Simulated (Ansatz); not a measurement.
# Notes on Be₄Ni

```
CELL_PARAMETERS angstrom
3.48880 0.00000 0.00000
0.00000 3.48880 0.00000
0.00000 0.00000 7.30070
ATOMIC_POSITIONS crystal
Be 0.00000 0.00000 0.00000
Be 0.50000 0.50000 0.00000
Be 0.00000 0.50000 0.48100
Be 0.50000 0.00000 0.51900
Ni 0.00000 0.50000 0.16900
Ni 0.50000 0.00000 0.83100
Be 0.00000 0.00000 0.30400
Be 0.50000 0.50000 0.30400
Be 0.50000 0.50000 0.69600
Be 0.00000 0.00000 0.69600
```

The numbers come from plane-wave PAW DFT (Ansatz): PBE, with U_eff = 5.17 eV on Ni d (all-electron-ortho-atomic projectors), collinear spin, 420 eV, 6×6×3 Γ-centred k points, fermi-dirac occupations (width 0.1121 eV). Nothing was relaxed.

The state carries no moments; the state need not be the lowest.

Task: Is the cell too large or too small?

Result: The pressure is 14.1 GPa (compression positive), so with the atoms held at these fractions the cell would first expand; the forces are large, so a full relaxation may end otherwise. The principal stresses 13.5, 13.5, 15.3 GPa differ, so its shape would change too.

Task: Give the Bader charges.

Result: Bader charges in e: Be +0.58 to +1.42, Ni -4.68. In the mean Be gives up most and Ni takes most.

Task: What happens at the Fermi level?

Result: It is a metal, with about 3.8 states/eV a cell as the mean within 0.25 eV of the Fermi level.

Task: Which atom feels the largest force, and which way?

Result: The largest is on Be7 (and as large on other atoms): 1.29 eV/Å, components (0.00, 0.00, 1.29). It makes 119° with the line to a nearest neighbour, Ni5 at 2.00 Å.

Origin: a known structure type with other elements, at an estimated volume, so it need not be a known compound. Caveats: the k mesh is coarse if the cell is a metal.
